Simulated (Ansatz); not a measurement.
Pt (simple cubic): energy against volume

The calculation used Ansatz 0.2.0, DFT, LDA (PW92), plane waves (420 eV) with PAW, scalar-relativistic. (PAW data from PBE, frozen cores regenerated.)

The cell is scaled uniformly from the relaxed one, with fractional coordinates and shape fixed. Energies are extrapolated to zero smearing, pressures are those at the given smearing. Magnetic state: spin not included.

A Birch-Murnaghan fit gives V₀ = 16.96 Å³/atom, B₀ = 234 GPa, B₀′ = 5.3.

What are the energy above the minimum and the pressure at 14.942 Å³/atom?

228.5 meV/atom and 41.67 GPa as computed.

What are the energy above the minimum and the pressure at 16.300 Å³/atom?

20.2 meV/atom and 10.64 GPa as computed.

What are the energy above the minimum and the pressure at 17.659 Å³/atom?

19.4 meV/atom and -8.18 GPa as computed.
